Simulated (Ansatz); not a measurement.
Input and command of a plane-wave DFT calculation in Ansatz:

```yaml
crystal:
  lattice:
    - [2.6867994526, -0.0671699863, 0.0]
    - [-0.0671699863, 2.6867994526, 0.0]
    - [0.0, 0.0, 3.7172750976]
  atoms:
    - { symbol: Fe, position: [0.5, 0.5, 0.5], spin: 3.17 }
    - { symbol: Pt, position: [0.0, 0.0, 0.0], spin: 0.41 }
basis:
  ecutwfc: 420
kpoints:
  mp_grid: { grid: [22, 22, 16] }
hamiltonian:
  xc: pbesol
scf:
  occupations: { method: gaussian, width: 0.15 }
output:
  forces: true
  stress: true
  eigenvalues: true
  populations: true
magnetization:
  spin_polarized: true
```

```bash
ansatz run input.yaml --threads 1 --pin off --max-ram 2560MiB --backend cpu --events-out ev --progress --plain --runs-dir out
```

Processor: Intel(R) Xeon(R) 6975P-C (Granite Rapids), 1 thread, on a host shared with other jobs.

Q: How long does it run, and how much memory does it take?

A: About 67 s on 1 thread of Intel(R) Xeon(R) 6975P-C (Granite Rapids), on a shared host, peak memory 1.2 GiB. It solves 23 bands at 1197 k points (the mesh reduced by the symmetry that the task leaves, which can be less than the crystal's) with about 529 plane waves, in 11 SCF iterations.
